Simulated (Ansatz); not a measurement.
## MgSi: stationary points along a deformation path

Theory: DFT LDA, scalar-relativistic, plane waves, PAW (Ansatz). The runs took a 420 eV cutoff, a Γ-centred 18×18×14 mesh and Gaussian smearing (0.15 eV). No spin polarisation. Energies are free energies at this smearing, counted from the undisturbed cell; pressure is positive in compression.

Zero of the scan (as given, not relaxed at this level; it stands at -3.3 GPa, and it needn't be the usual structure):

```
Mg Si
1.0
     2.90839    0.00000    0.00000
     0.00000    2.90839    0.00000
     0.00000    0.00000    4.10343
Mg Si
1 1
Direct
  0.00000 0.00000 0.00000
  0.50000 0.50000 0.50000
```

At fixed volume and fractional coordinates, lengths along (0.000, 0.000, 1.000) are scaled against those across it; ρ is that ratio over its starting value. V = 17.355 Å³/atom. Δσ is the stress along the axis less the mean stress across it (compression positive).

```csv
ρ,ΔE (meV/atom),Δσ (GPa),space group
0.800,43.3,5.04,P4/mmm
0.850,18.8,5.29,P4/mmm
0.920,-3.8,2.11,P4/mmm
0.960,-6.6,-0.70,P4/mmm
1.000,0.0,-3.33,P4/mmm
1.050,17.0,-6.32,P4/mmm
1.100,40.3,-7.04,P4/mmm
1.200,93.0,-9.43,P4/mmm
1.300,163.4,-14.25,P4/mmm
```

How does the stress give the slope of the energy, and where is the energy stationary?

Along the path d ln(length) is 2/3 d ln ρ on the axis and −1/3 d ln ρ across it, so dE/d ln ρ = −(2/3) V Δσ: the energy falls with ρ where Δσ is positive. Δσ vanishes or changes sign between ρ = 0.920 and 0.960, a minimum (near 0.95 by linear interpolation). Pairs of stationary points between two samples would go unseen, and could change a minimum read from distant neighbours into a maximum.

Integrate that slope from ρ = 1 to 0.850 by the trapezoid rule.

With V/N in Å³ and 1 eV/Å³ = 160.2 GPa the slopes at ρ = 1.000, 0.960, 0.920, 0.850 are 241, 51, -152, -382 meV/atom per unit of ln ρ. The steps add (-5.9) + 2.2 + 21.2 = 17.4 meV/atom, against 18.8 from the energies; the trapezoid rule misses the curvature of the slope within each step.

Is the start the lowest point of the path?

No: ρ = 0.960 lies 6.6 meV/atom lower, with no sampled rise above the start on the way. Volume and inner coordinates are held, so a relaxed structure there would lie lower still.

In a metal these slopes depend on the k mesh and the smearing.